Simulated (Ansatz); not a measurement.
## Property card for In₂Se₃

In2Se3:
Space group P-3m1 (No. 164); a = 3.974 Å, b = 3.974 Å, c = 9.870 Å, α = 90.00°, β = 90.00°, γ = 120.00°

```
atom  site  symmetry       x       y       z
----  ----  --------  ------  ------  ------
In      2d       3m.  0.3333  0.6667  0.1893
Se      1a      -3m.  0.0000  0.0000  0.0000
Se      2d       3m.  0.6667  0.3333  0.3234
```

Space group P-3m1 (No. 164), La2O3 or Ni2Al3 type; conventional cell a = b = 3.974 Å, c = 9.870 Å, α = β = 90.00°, γ = 120.00°.

Method: DFT-r²SCAN in the program Ansatz with PAW potentials. Geometry: relaxed at this level of theory. Other levels are named where they apply.

### Cell and energy

- Volume per atom = 27.00 Å³
- Density = 5.74 g/cm³
- Formation energy from the elements (no fitted shifts) = -0.65 eV/atom

### Electronic structure

- Band gap = 0.51 eV (indirect)
- Valence-band maximum = on the K–Γ line, 54 % of the way from K
- Conduction-band minimum = at M (3 equivalent valleys)
- Smallest direct gap on the standard path = 0.89 eV
- Electron effective mass = 0.16, 0.30, 0.64 mₑ (principal values)
- Electron effective mass with spin–orbit coupling = 0.16, 0.30, 0.65 mₑ (principal values)
- Hole effective mass = 0.35, 1.8, 2.4 mₑ (principal values)
- Hole effective mass with spin–orbit coupling = 0.35, 2.2, 2.8 mₑ (principal values)
- HSE06 gap on the r²SCAN cell = 0.82 eV
- Gap with spin–orbit coupling = 0.50 eV

### Charges

- Bader charges = In +1.22, Se -0.97 to -0.73 e

The cell is a constructed one: a structure type filled with these elements; neither database checked (COD, Materials Project) lists it. COD files the formula under space group No. 160, 166, 169, 170. Its standing as an ambient phase is unchecked. The cell was relaxed with r²SCAN under the symmetry of its start; whether a distortion lowers the energy is not shown. The references are the lowest solids computed at this level, not always the standard phases. Scalar-relativistic: spin–orbit coupling is off unless named, which matters more the heavier the elements.

Potentials: the earlier of the program's two PAW sets. The files were generated under PBE; for other functionals the program regenerates the frozen cores, and for LDA and PBEsol the local potential too.
